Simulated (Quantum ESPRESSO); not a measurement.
# Kohn-Sham bands of InSe (C2/m)

```
InSe
1.0
    0.00000     4.10930     0.00000
   -1.72323     0.00000     4.77135
    5.82639    -2.05465     0.00000
In Se
2 2
Direct
  0.11180   0.95316   0.22360
  0.88820   0.04684   0.77640
  0.33907   0.33104   0.67814
  0.66093   0.66896   0.32186
```

Structure: Materials Project mp-21405, symmetrised, not relaxed again. Not found in the COD (Crystallography Open Database) copy used, which has the formula in other groups; not checked further. Computed values, not measurements, from PBEsol: Quantum ESPRESSO (norm-conserving PseudoDojo potentials, cutoff 69 Ry, no spin polarisation, no spin-orbit coupling) on a Γ-centred 8×6×8 mesh, then Wannier90. Density: 8×6×8 mesh, cold smearing 0.01 Ry. The cell is built of weakly bound layers, chains or molecules, whose nearest atoms lie 3.55 Å apart. Database cells relaxed without dispersion often hold them too far apart, which can enlarge gaps and weakens couplings between them; spacing and stacking were not compared with the measured crystal. Spin-orbit coupling is left out although heavy elements are present.

### Question
List the Kohn-Sham levels between −8 and 4.1 eV relative to the valence-band maximum at the high-symmetry points, as a band run of pw.x on that density gives them (levels within 2 meV counted together).

### Answer
```
point  k (reciprocal lattice)                                                              levels (eV)
-----  ----------------------  -----------------------------------------------------------------------
Γ           0.000 0.000 0.000        -4.66, -3.77, -3.67, -2.20, -1.93, -1.30, -1.08, 2.70, 3.00, 3.62
C          0.570 0.000 -0.285  -6.20, -4.73, -2.54, -2.21, -1.79, -1.26, -1.18, 2.34, 2.45, 3.70, 3.81
C_2        0.430 0.000 -0.715  -6.20, -4.73, -2.54, -2.21, -1.79, -1.26, -1.18, 2.34, 2.45, 3.70, 3.81
Y_2        0.000 0.000 -0.500  -5.78, -3.99, -2.32, -2.31, -1.14, -0.64, -0.01, 1.49, 2.63, 3.39, 4.00
M_2        0.000 0.500 -0.500        -6.04, -4.83, -2.29, -1.62, -1.24, -0.68, -0.44, 2.17, 3.00, 3.44
D          0.485 0.500 -0.742        -5.48, -5.26, -3.61, -3.07, -1.98, -1.73, -0.92, 1.65, 3.32, 3.65
D_2        0.515 0.500 -0.258        -5.48, -5.26, -3.61, -3.07, -1.98, -1.73, -0.92, 1.65, 3.32, 3.65
A           0.000 0.500 0.000  -5.51, -4.60, -2.13, -1.72, -1.40, -1.01, -0.34, 1.10, 2.09, 3.56, 3.92
L_2        0.500 0.500 -0.500        -5.56, -5.23, -3.28, -2.91, -2.10, -2.06, -1.25, 2.48, 3.42, 3.68
V_2        0.500 0.000 -0.500  -6.01, -5.05, -2.42, -2.12, -1.74, -1.50, -1.14, 1.64, 2.43, 3.67, 3.69
```
